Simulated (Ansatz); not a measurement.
A scan (energy against volume; even scaling of the relaxed cell, symmetry kept) gave these values. Level of theory: r2SCAN (plane waves to 500 eV, PAW, scalar-relativistic; Ansatz, an electronic-structure program).

The bulk modulus B₀ (third-order Birch-Murnaghan fit) comes out as 202 GPa, the pressure derivative B₀′ (fit) is 4.6 and the equilibrium volume of the fit is 10.96 Å³/atom.

Task: Of these crystals, all scanned alike, which one is it?
(A) Ga₂Pt (fluorite type, space group Fm-3m)
(B) AlNi₃ (Cu3Au type)
(C) LaBi (rock salt)
(D) C (diamond)

Result: B, AlNi₃ (Cu3Au type). The others have, for the bulk modulus: LaBi 50.7 GPa, C 451 GPa, Ga2Pt 134 GPa

All were relaxed with their symmetry unable to fall. Ga2Pt is run without spin polarisation. LaBi is run without spin polarisation. Relaxed AlNi3 ends ferromagnetic. Spin-orbit coupling is left out. This is a high-temperature form of Ga2Pt. Other magnetic orders were not checked, so this need not be the ground state. (This holds for the magnetic or f-shell members.)

(A scan under strain: stresses follow from slopes of the energy per volume, elastic moduli from its curvatures.)
